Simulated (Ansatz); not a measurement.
## CdS (zinc blende): frozen-phonon scan

CdS (zinc blende)

```xyz
4
Lattice="0.0000 5.9271 5.9271 2.9635 2.9635 5.9271 2.9635 2.9635 0.0000" Properties=species:S:1:pos:R:3 pbc="T T T"
S      4.4453     4.4453     4.4453
S      4.4453     7.4089     7.4089
Cd     0.0000     0.0000     0.0000
Cd     2.9635     5.9271     2.9635
```

A phonon eigenvector at X = (0.5, 0.5, 0.0) is frozen into this cell: atom i moves by Q times the vector below, so Q is the largest atomic displacement, in Å. The cell is held. (q is in reciprocal vectors of the primitive cell; the cell shown is doubled to hold the pattern.)

```csv
atom,x,y,z
S1,0.000,0.000,-1.000
S2,0.000,0.000,1.000
```

Atoms not listed stay in place.

Level of theory: PBE (plane waves to 420 eV, PAW, scalar-relativistic; Ansatz, a program for electronic structure). k mesh 10×10×10 (Γ-centred), Fermi-Dirac smearing 0.05 eV. E stands for the smeared free energy. Stress and pressure are positive under compression. CdS was relaxed with its symmetry unable to fall. The PAW data are Ansatz's earlier set. The zero of ΔE is the undisplaced structure.

```csv
Q (Å),ΔE (meV/cell),−dE/dQ from forces (eV/Å),P (GPa)
-0.280,672,4.751,2.13
-0.233,468,3.986,1.48
-0.187,301,3.206,0.95
-0.140,169,2.414,0.54
-0.093,75,1.614,0.24
-0.047,19,0.808,0.06
0.000,0,0.000,0.00
0.047,19,-0.808,0.06
0.093,75,-1.614,0.24
0.140,169,-2.414,0.54
0.187,301,-3.206,0.95
0.233,468,-3.986,1.48
0.280,672,-4.751,2.13
```

Read from the data:

| Property | Result |
|---|---|
| Energy at Q = 0.280 Å | 672 meV/cell |
| Space group of the distorted cell | P-4m2 (No. 115), lowered from F-43m |
| Symmetry of the curve | even: the same for both signs |
| Shape of the curve | a single well with its minimum at or next to zero displacement |
| Harmonic wavenumber from the curvature (finite differences) | 271 cm⁻¹ |
| Wavenumber by perturbation theory (DFPT, on another k mesh) | 271 cm⁻¹ |

(A displaced cell: forces are minus the slopes of the energy, force constants its curvatures, and phonons follow from these.)
